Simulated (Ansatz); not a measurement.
Re in space group P-6m2 (No. 187; Pearson symbol hP8) at seven volumes, PBE in the plane-wave PAW code Ansatz, shape and atoms relaxed at each. One row is withheld.

| V (Å³/atom) | P (GPa) |
|---|---|
| 13.606 | 42.35 |
| 14.054 | 25.90 |
| 14.503 | 11.90 |
| 14.951 | 0.00 |
| 15.400 | -10.10 |
| 15.848 | ? |
| 16.297 | -25.88 |

Problem. Fit the shown pressures and predict the withheld one.

Solution. P = (3/2)B₀(x^(7/2) − x^(5/2))[1 + (3/4)(B′ − 4)(x − 1)] with x = (V₀/V)^(2/3). Least squares on the six rows gives V₀ = 14.952 Å³/atom, B₀ = 364 GPa, B′ = 4.45. At V = 15.848, x = 0.9619 and P = -18.62 GPa. The run itself gave -18.65 GPa.

The start of the workflow was typed in or built on a structure type; neither database checked (COD, Materials Project) lists it. It is not the phase usual at ambient conditions (space group No. 194). The cell was relaxed with PBE under the symmetry of its start; whether a distortion lowers the energy is not shown. The run is not spin-polarised. Spin–orbit coupling is left out wherever it is not named.

Potentials: the earlier of the program's two PAW sets.
